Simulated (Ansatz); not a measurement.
Data:

ZnHgS2:
```cif
data_HgS2Zn
_chemical_formula_sum 'Zn1 Hg1 S2'
_space_group_name_H-M_alt 'P 1'
_space_group_IT_number 1
_cell_length_a 6.93027
_cell_length_b 6.93027
_cell_length_c 6.93027
_cell_angle_alpha 33.121
_cell_angle_beta 33.121
_cell_angle_gamma 33.121
loop_
_space_group_symop_operation_xyz
  'x, y, z'
loop_
_atom_site_label
_atom_site_type_symbol
_atom_site_fract_x
_atom_site_fract_y
_atom_site_fract_z
_atom_site_occupancy
Zn1 Zn 0.50089 0.50089 0.50089 1
Hg1 Hg 0.99659 0.99659 0.99659 1
S1 S 0.86903 0.86903 0.86903 1
S2 S 0.38351 0.38351 0.38351 1
```

This is the PBEsol-relaxed structure.

Task: All from DFT-PBEsol in the program Ansatz with PAW potentials, unless another level is named. Give the Poisson's ratio.

Result: 0.35.

Task: Give the highest zone-centre frequency (without LO–TO term).

Result: 324 cm⁻¹.

Space group R3m. The workflow started from a Materials Project entry (that database holds measured and hypothetical structures alike); the Crystallography Open Database copy checked does not list it. Whether it is the stable phase at ambient conditions was not checked. The PBEsol relaxation kept the symmetry of its start; of distortions, only those at the zone centre were tested. Scalar-relativistic: spin–orbit coupling is off unless named, which matters more the heavier the elements.

Potentials: the later of the program's two PAW sets.
